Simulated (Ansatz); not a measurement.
Input:

InGaP2:
```
CELL_PARAMETERS angstrom
      2.00688     1.15867     6.58749
     -2.00688     1.15867     6.58749
      0.00000    -2.31734     6.58749
ATOMIC_POSITIONS crystal
  In 0.49940 0.49940 0.49940
  Ga 0.99976 0.99976 0.99976
  P  0.88070 0.88070 0.88070
  P  0.37015 0.37015 0.37015
```

This is the r²SCAN-relaxed structure. x, y and z are the axes in which the lattice vectors are written.

Problem. All from r²SCAN (plane waves, PAW; program Ansatz), unless another level is named. Predict the hole effective mass, band 1 of 2 at the edge.

Solution. 0.59 along x, 1.0 along z (mₑ).

Problem. What about the HSE06 gap on the r²SCAN cell?

Solution. 1.49 eV.

Problem. Predict the formation energy from the elements (no fitted shifts).

Solution. -0.41 eV/atom.

Problem. Give the gap with spin–orbit coupling.

Solution. 1.05 eV.

Problem. And the weight of the conduction-edge state by species (Voronoi cells)?

Solution. Ga 46 %, P 44 %, In 11 %.

Problem. What about the weight of the valence-edge state by species (Voronoi cells)?

Solution. P 80 %, In 14 %, Ga 6 %.

Space group R3m. The workflow started from a Materials Project entry (that database holds measured and hypothetical structures alike); the Crystallography Open Database copy checked does not list it. With In and Ga taken as one species the cell has the higher symmetry F-43m, so it may be an ordered model of a mixed-site phase. Whether it is the stable phase at ambient conditions was not checked. The cell was relaxed with r²SCAN under the symmetry of its start; of distortions, only those at the zone centre were tested. The references are the lowest solids computed at this level, not always the standard phases. Scalar-relativistic: spin–orbit coupling is off unless named, which matters more the heavier the elements.

Potentials: the later of the program's two PAW sets.
